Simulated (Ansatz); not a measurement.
## Notes on SrAl₂Ge₂

```
Sr Al Ge
1.0
     4.23702    0.00000    0.00000
    -2.11851    3.66937    0.00000
     0.00000    0.00000    7.28173
Sr Al Ge
1 2 2
Direct
  0.00000 0.00000 0.00000
  0.33330 0.66670 0.62930
  0.66670 0.33330 0.37070
  0.33330 0.66670 0.26217
  0.66670 0.33330 0.73783
```

Level: r2SCAN, no spin polarisation; 500 eV; 9×9×5 Γ-centred mesh; fermi-dirac occupations (width 0.1 eV); Ansatz 0.2.0, fixed geometry.

(1) Which atom feels the largest force, and which way?

(2) Metal or insulator?

(3) Give the Bader charges.

(4) What is the formation energy?

Origin: a known structure type with other elements, at an estimated volume, so it need not be a known compound.

## Answers

(1) The largest is on Ge4 (and as large on other atoms): 0.61 eV/Å, components (0.00, 0.00, 0.61). It makes 72° with the line to a nearest neighbour, Al3 at 2.57 Å.

(2) It is a metal on this mesh, though the bands barely overlap, with about 0.15 states/eV a cell as the mean within 0.25 eV of the Fermi level, mostly Ge p (68 %) and Al p (13 %).

(3) Bader charges in e: Sr +1.37, Al +1.69, Ge -2.37. In the mean Al gives up most and Ge takes most.

(4) -0.48 eV an atom against the elements' usual phases (free molecules for gases, crystals otherwise, with no correction for O₂ or N₂), so it is bound against them; other compounds may still compete. Relaxing would lower it.
